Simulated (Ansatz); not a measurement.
A generator proposed this cell of ZrSnSe3.

```xyz
5
Lattice="4.8386 0.0000 0.0000 -2.4193 4.1904 0.0000 0.0000 0.0000 5.8074" Properties=species:S:1:pos:R:3 pbc="T T T"
Zr    0.0000    2.7936    0.0000
Sn    0.0000    0.0000    2.9037
Se    2.4193    1.3968    1.4456
Se    2.4193    1.3968    4.3618
Se    0.0000    0.0000    0.0000
```

Level of theory: DFT PBE, scalar-relativistic, plane waves, PAW (Ansatz). Settings: cutoff 420 eV, Γ-centred mesh 6×6×4 on the computed 5-atom cell, Gaussian smearing of 0.10 eV; no spin polarisation.

Energies over the elements count from the elements' standard structures at the same level, with no fitted energy shifts. The references include grey tin.

Task: How far from equilibrium is it?

Result: The pressure is 0.9 GPa (the mean over three directions, positive in compression), the largest force is 0.05 eV/Å, and the energy is −0.29 eV/atom against the elements. The shortest distance is 2.79 Å.

Task: How much does it gain on relaxing, and where does it end?

Result: Relaxing gains about 0.24 eV/atom (the start's value is from the coarse mesh, so the gain is rough) in 15 ionic steps and ends at −0.54 eV/atom on the finer mesh. The symmetry stays P-6m2 (No. 187). The volume per atom grows by 8.8 %, from 23.5 to 25.6 Å³. The shortest distance goes from 2.79 Å (Zr–Se) to 2.57 Å (Zr–Se). The ratio c/a of the conventional cell changes by a factor of 1.39. Conventional cell: a = 4.459 Å, c = 7.443 Å. Zr is surrounded by 3 Se at 2.57 Å and 6 Se at 3.22 Å; Sn has 6 Se at 3.14 Å and 2 Se at 3.72 Å; around Se on a site of symmetry 3m lie 3 Sn at 3.14 Å, 3 Se at 3.22 Å, 3 Zr at 3.22 Å, 1 Se at 3.58 Å and 1 Se at 3.86 Å; 1 more site not described.

The last run used a 12×12×6 mesh (in the run's order of axes) for its 5-atom cell and Gaussian smearing of 0.10 eV. The reference form of Se is held partly by dispersion forces, which this level lacks. The relaxation can't lower the symmetry of the start. A structure relaxed within its symmetry needn't be a true minimum. Another cell of ZrSnSe3 relaxed alike, in P4mm, lies 252 meV/atom lower, so this cell isn't the stable form at this level.
